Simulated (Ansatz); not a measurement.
Sb (A7 type, space group R-3m)

```
Sb
1.0
    2.16078     1.24753     3.67966
   -2.16078     1.24753     3.67966
    0.00000    -2.49506     3.67966
Sb
2
Direct
  0.23639   0.23639   0.23639
  0.76361   0.76361   0.76361
```

The relaxed cell is deformed in two ways at once: its volume V is scaled, and at that volume it is stretched along z (the c axis of the conventional cell) so that c/a changes. Fractional atomic positions are held.

These are PBE-D3(BJ) (plane waves to 420 eV, PAW, scalar-relativistic; Ansatz, a first-principles code) values and carry that method's errors. k mesh 13×13×13 (Γ-centred), Fermi-Dirac smearing 0.05 eV. Stress and pressure are positive under compression. As the atoms are clamped, bonds stretch with the cell, which overstates energies and stresses. With partly filled bands, the response to shear is sensitive to the k mesh, so small differences along c/a are uncertain. Sb was relaxed with its symmetry unable to fall. Spin-orbit coupling is left out, though Sb is heavy. The PAW data are Ansatz's earlier set.

At one point of the scan the stress tensor (GPa) is:

```
   -1.9      0.0      0.0
    0.0     -1.9      0.0
    0.0      0.0     -2.3
```

Task: Which point is it?
A) V/V₀ = 1.000, (c/a)/(c/a)₀ = 0.960
B) V/V₀ = 1.040, (c/a)/(c/a)₀ = 0.980
C) V/V₀ = 1.040, (c/a)/(c/a)₀ = 1.020
D) V/V₀ = 1.020, (c/a)/(c/a)₀ = 1.000

Result: C, V/V₀ = 1.040, (c/a)/(c/a)₀ = 1.020

(Under strain, the slope of the energy per volume gives the stress and its curvature an elastic modulus.)
